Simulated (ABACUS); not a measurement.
Worked example: self-consistent single point of YGe (P1, 8 atoms in the cell; from Materials Project mp-9971, changed as shown) in ABACUS.

All values come from this method and carry its errors: LDA (PW92), numerical atomic orbitals SZP (confined pseudo-atomic orbitals with Gaussian additions; energy shift 0.003 Ry), PseudoDojo 0.4 standard norm-conserving LDA (tails mended) pseudopotentials in ABACUS.

The change in words: atoms moved at random. Reference geometry (Cmcm):
```xyz
8
Lattice="4.2826 0.0000 0.0000 0.0000 10.7244 0.0000 0.0000 0.0000 3.9546" Properties=species:S:1:pos:R:3 pbc="T T T"
Y      2.1413     3.8757     2.9660
Y      0.0000     1.4865     0.9887
Y      0.0000     9.2379     2.9660
Y      2.1413     6.8487     0.9887
Ge     2.1413     0.9049     2.9660
Ge     0.0000     4.4573     0.9887
Ge     0.0000     6.2671     2.9660
Ge     2.1413     9.8195     0.9887
```

Reference input (self-consistent single point, DFT, LDA (PW92), numerical atomic orbitals SZP (confined pseudo-atomic orbitals with Gaussian additions; energy shift 0.003 Ry), PseudoDojo 0.4 standard norm-conserving LDA (tails mended) pseudopotentials): basis = SZP numerical atomic orbitals, energy shift 0.003 Ry; KPT = Gamma 6 3 7 0 0 0; basis_type = lcao; dft_functional = PWLDA; ecutwfc = 100 Ry; smearing_method = fd; smearing_sigma = 0.00734986 Ry; potentials = PseudoDojo 0.4 standard norm-conserving LDA (tails mended); symmetry = 1; ks_solver = scalapack_gvx; scf_nmax = 100; scf_thr = 1.0e-07. This run's input differs from it in these lines:

```diff
@@ -43,6 +43,6 @@
 4
-   0.5000000000    0.3613900000    0.7500000000
-   0.0000000000    0.1386100000    0.2500000000
-   0.0000000000    0.8613900000    0.7500000000
-   0.5000000000    0.6386100000    0.2500000000
+   0.4978820000    0.3516520000    0.7482450000
+  -0.0080960000    0.1402230000    0.2529230000
+  -0.0275130000    0.8571300000    0.7538230000
+   0.5036920000    0.6402670000    0.2501240000
 
@@ -51,6 +51,6 @@
 4
-   0.5000000000    0.0843800000    0.7500000000
-   0.0000000000    0.4156200000    0.2500000000
-   0.0000000000    0.5843800000    0.7500000000
-   0.5000000000    0.9156200000    0.2500000000
+   0.5021660000    0.0866890000    0.7432820000
+  -0.0005000000    0.4203530000    0.2488810000
+   0.0108430000    0.5864570000    0.7533930000
+   0.5215260000    0.9172290000    0.2493290000
 # file: KPT
```

Output (repeated stretches shortened):

```
 SELF-CONSISTENT
 -------------------------------------------

                  longest orb rcut (Bohr) = 9.8
   longest nonlocal projector rcut (Bohr) = 1.94
                     search radius (Bohr) = 23.5

                          real space grid = [ 54, 135, 48 ]

                                 init_chg = atomic

 LCAO ALGORITHM --------------- ION=   1  ELEC=   1--------------------------------

 Density error is 0.0337771958298
 E_KohnSham     -1041.2187143331     -14166.5073791649
 E_Fermi        0.8794142598         11.9650448354

 LCAO ALGORITHM --------------- ION=   1  ELEC=   2--------------------------------

   [... lines left out ...]

   [... 8 blocks of this kind left out ...]

 LCAO ALGORITHM --------------- ION=   1  ELEC=  11--------------------------------

 Density error is 3.36014337333e-07
 E_KohnSham     -1041.2181628744     -14166.4998761843
 E_Fermi        0.8714861305         11.8571771028

 LCAO ALGORITHM --------------- ION=   1  ELEC=  12--------------------------------

 Density error is 4.61779236482e-08
 E_KohnSham     -1041.2181628744     -14166.4998761846
 E_KS(sigma->0) -1041.2123800746     -14166.4211971561
 E_entropy(-TS) -0.0115655997        -0.1573580569
 E_Fermi        0.8714860941         11.8571766076
 charge density convergence is achieved
 final etot is -14166.499876 eV
 EFERMI = 11.857176608 eV

 STATE ENERGY(eV) AND OCCUPATIONS    NSPIN == 1
   [... 58 lines left out ...]

 TOTAL-FORCE (eV/Angstrom)
                        Y1         0.0180572408         0.8565710555         0.0432674205
                        Y2         0.3684272163        -0.1391656301        -0.1846196468
                        Y3         1.2808448828         0.3410928856        -0.1106948107
                        Y4        -0.0381612537        -0.2167728861         0.0636643577
                       Ge1        -0.3307465484        -0.2323329791         0.2107028036
                       Ge2        -0.0290094883        -0.4205059496         0.0338624723
                       Ge3        -0.1809130512        -0.0405286007        -0.0985422946
   [... lines left out ...]

 TOTAL-STRESS (KBAR)
       -35.3189939545        -2.7816914066        -0.9543157924
        -2.7816914066       -23.5219038349        -0.0499816737
        -0.9543157924        -0.0499816737       -22.7618151136
 TOTAL-PRESSURE: -27.200904 KBAR

 --------------------------------------------
 !FINAL_ETOT_IS -14166.4998761845599802 eV
 --------------------------------------------
```

The run converged in 12 iterations. Against the reference run the free energy goes up by 27.6 meV/atom, the pressure goes from -3.05 to -2.72 GPa and the largest force goes from 0.190 to 1.330 eV/Å.

The atom-centred basis is finite, which shifts total energies, pressures and forces against plane waves. Forces above 1 eV/Å remain at this geometry, of which the finite basis can carry a part. A single-zeta basis is rough, for pressures and forces above all. The structure comes from a collection of computed structures, made at another level of theory; the collection holds predicted forms beside known ones. No clean gap shows at this smearing width and mesh (spacing up to 0.24 Å⁻¹); the mesh is coarse for partly filled bands, so the values carry mesh errors.

Cost on one core: about 90 core-seconds (a rough figure).

The atomic orbitals were generated for these runs; they are not ABACUS's published sets and were checked against plane waves on a few crystals only.

“Tails mended”: in these copies of the files the far tail of each local potential was reset to the Coulomb form.
